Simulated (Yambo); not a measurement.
```
CELL_PARAMETERS angstrom
      0.00000     2.19255     2.19255
      2.19255     0.00000     2.19255
      2.19255     2.19255     0.00000
ATOMIC_POSITIONS crystal
  B  0.00000 0.00000 0.00000
  P  0.75000 0.75000 0.75000
```

Response from Yambo on PBEsol (pw.x of Quantum ESPRESSO, ONCV potentials, scalar-relativistic) bands: 16×16×16 mesh, 15 bands, 4 Ry local-field block, 0.2 eV broadening.

Problem. Give the static electronic dielectric constant without and with local fields.

Solution. 
```csv
field along,"ε(0), independent particles","ε(0), RPA with local fields",refractive index √ε
x,9.63,9.03,3.01
```
Electronic (clamped-ion) response only. PBEsol gaps are usually too small, which raises these values. Convergence of the RPA response with its 16×16×16 mesh was not tested.

Geometry strained from the cell relaxed with PBEsol, atoms relaxed again.
